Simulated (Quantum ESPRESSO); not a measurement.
Band energies of PtS$_{2}$

```xyz
3
Lattice="3.5487 0.0000 0.0000 -1.7744 3.0733 0.0000 0.0000 0.0000 5.5971" Properties=species:S:1:pos:R:3 pbc="T T T"
S      1.7744     1.0244     4.3638
S      0.0000     2.0489     1.2333
Pt     0.0000     0.0000     0.0000
```

PBEsol (pw.x of Quantum ESPRESSO, ONCV potentials, with spin-orbit coupling); path ΓMKΓALHA,LM,KH; energies in eV from the valence-band maximum.

```
k (1/Å)  point  band 30  band 31  band 32  band 33  band 34  band 35  band 36  band 37
-------  -----  -------  -------  -------  -------  -------  -------  -------  -------
0.00         Γ    -0.18     2.55     2.55     2.81     2.81     5.19     5.19     5.32
0.34              -0.09     1.71     1.71     2.45     2.45     6.19     6.19     6.53
0.80              -1.27     2.00     2.00     2.66     2.66     5.35     5.35     6.78
1.02         M    -1.85     2.10     2.10     2.77     2.77     5.39     5.39     6.35
1.26              -1.15     1.86     1.86     2.13     2.13     5.60     5.60     7.36
1.61         K    -0.94     1.27     1.27     1.42     1.42     5.67     5.67     8.53
1.72              -0.79     1.23     1.23     1.57     1.57     5.69     5.69     8.47
2.04              -0.23     1.28     1.28     2.22     2.22     6.03     6.03     8.12
2.47              -0.03     1.87     1.87     2.29     2.29     6.41     6.41     6.44
2.79         Γ    -0.18     2.55     2.55     2.81     2.81     5.19     5.19     5.32
2.90              -0.27     2.57     2.57     2.83     2.83     5.16     5.16     5.52
3.35         A    -0.68     2.76     2.76     3.02     3.02     5.45     5.45     6.98
3.76              -0.14     1.39     1.39     2.35     2.35     6.05     6.05     7.30
4.07              -0.74     1.77     1.77     2.29     2.29     5.17     5.17     6.52
4.38         L    -1.39     2.31     2.31     2.61     2.61     5.02     5.02     5.72
4.47              -1.39     2.24     2.24     2.60     2.60     5.11     5.11     5.85
4.87              -1.19     1.99     1.99     2.29     2.29     6.80     6.80     7.46
4.97         H    -1.20     2.11     2.11     2.16     2.16     7.00     7.00     7.64
5.24              -0.92     1.81     1.81     2.28     2.28     6.61     6.61     7.03
5.60              -0.42     1.38     1.38     1.89     1.89     6.50     6.50     7.39
5.87              -0.07     1.94     1.94     2.52     2.52     6.31     6.31     6.98
6.15         A    -0.68     2.76     2.76     3.02     3.02     5.45     5.45     6.98
6.15         L    -1.39     2.31     2.31     2.61     2.61     5.02     5.02     5.72
6.60              -1.83     2.15     2.15     2.73     2.73     5.26     5.26     6.35
6.71         M    -1.85     2.10     2.10     2.77     2.77     5.39     5.39     6.35
6.71         K    -0.94     1.27     1.27     1.42     1.42     5.67     5.67     8.53
6.90              -1.01     1.48     1.48     1.60     1.60     5.94     5.94     8.48
7.27         H    -1.20     2.11     2.11     2.16     2.16     7.00     7.00     7.64
```

The PBEsol gap is 1.18 eV; at least one edge lies off the plotted path, at a point of the SCF mesh. The smallest direct gap is 1.22 eV.

Geometry of the Materials Project entry, not relaxed at this level.

The distance between layers or molecules is the database entry's, not relaxed here. Functionals without dispersion can leave it too large, which widens gaps and weakens the response across layers: the numbers belong to this cell.
